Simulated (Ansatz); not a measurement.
Co (hcp, Mg type)

```xyz
2
Lattice="2.4571 0.0000 0.0000 -1.2286 2.1279 0.0000 0.0000 0.0000 3.9682" Properties=species:S:1:pos:R:3 pbc="T T T"
Co     0.0000     1.4186     2.9761
Co     1.2286     0.7093     0.9920
```

The slice is a (1 -1 0 0) plane (indices of the conventional cell) through the point (0.667, 0.333, 0.250) (fractional), spanned by u = [110] and v = [001] in vectors of this cell: u (2.46 Å) and v (3.97 Å, at 90° to u). It covers one period; positions are fractions (u, v).

Level of theory: PBEsol (plane waves to 420 eV, PAW, scalar-relativistic; Ansatz, a quantum-chemistry and plane-wave program). k mesh 22×22×12. Inside the PAW spheres the values are not all-electron values, and peaks at nuclei hang on which shells count as valence. Co was relaxed with its symmetry unable to fall. Relaxed Co ends ferromagnetic. The PAW data are Ansatz's earlier set. Other magnetic orders were not checked, so this need not be the ground state.

Q: What is the ELF at the midpoint of the shortest Co–Co line in this plane (2.46 Å)?

A: 0.3.

Q: What is the valence density on the shortest Co–Co line in this plane (2.46 Å), at its midpoint?

A: 0.36 e/Å³.

Q: Predict the map of the valence electron density on the slice.

A: 
```
|99864310000134689|
|88754210000124578|
|76643210000123466|
|55432100000012345|
|33221000000001223|
|11110000000000111|
|00000000000000000|
|00000000000000000|
|00000000000000000|
|00000001111000000|
|00000111221110000|
|00000122222210000|
|00001122332211000|
|00001123333211000|
|00001122332211000|
|00000122222210000|
|00000111221110000|
|00000001111000000|
|00000000000000000|
|00000000000000000|
|00000000000000000|
|11110000000000111|
|33221000000001223|
|55432100000012345|
|76643210000123466|
|88754210000124578|
|99864310000134689|
|99875310000135789|
```
Scale: ten equal steps from -0.55 (start of '0') to 1.73 (end of '9'), in the order '0123456789'. Values: log₁₀ of the valence density in e/Å³. The map has 17 points along u (one character each, u = 0 at the left) and 28 along v (v = 0 in the bottom row). The scale is logarithmic, as a density can span decades between atoms and voids.
